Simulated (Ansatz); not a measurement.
Problem. Each is relaxed and computed with DFT-r²SCAN in the program Ansatz with PAW potentials. Which is the only metal?
A) CeP2Ru2, I4/mmm (Ce on 2a, P on 4e, Ru on 4d)
B) BaCu2S2, I4/mmm (Ba on 2a, Cu on 4d, S on 4e)
C) Rb2NiO2, I4/mmm (Rb on 4e, Ni on 2a, O on 4e)
D) InP, Pm-3n (In on 6c, P on 6d)

Solution. A, CeP2Ru2, I4/mmm (Ce on 2a, P on 4e, Ru on 4d). CeP2Ru2: metal; BaCu2S2: gap 0.74 eV (direct); InP: gap 1.07 eV (direct); Rb2NiO2: gap 1.80 eV (indirect). The 4f shell is in the valence, and the state reached may lie above the lowest one. Spin orders computed, not proven ground states: CeP2Ru2, I4/mmm (Ce on 2a, P on 4e, Ru on 4d) ferromagnetic; Rb2NiO2, I4/mmm (Rb on 4e, Ni on 2a, O on 4e) ferromagnetic. Typed or built starts, not in the databases checked: InP, Pm-3n (In on 6c, P on 6d). Not the usual ambient phase: InP, Pm-3n (In on 6c, P on 6d). Standing as an ambient phase not checked: CeP2Ru2, I4/mmm (Ce on 2a, P on 4e, Ru on 4d); BaCu2S2, I4/mmm (Ba on 2a, Cu on 4d, S on 4e); Rb2NiO2, I4/mmm (Rb on 4e, Ni on 2a, O on 4e). All cells were relaxed under the symmetry of their starts (and spin orders); stability against distortions was not tested throughout. Rows with no word on spin ran without spin polarisation. No Hubbard U is applied. Spin–orbit coupling is left out wherever it is not named.

Potentials: the later of the program's two PAW sets.
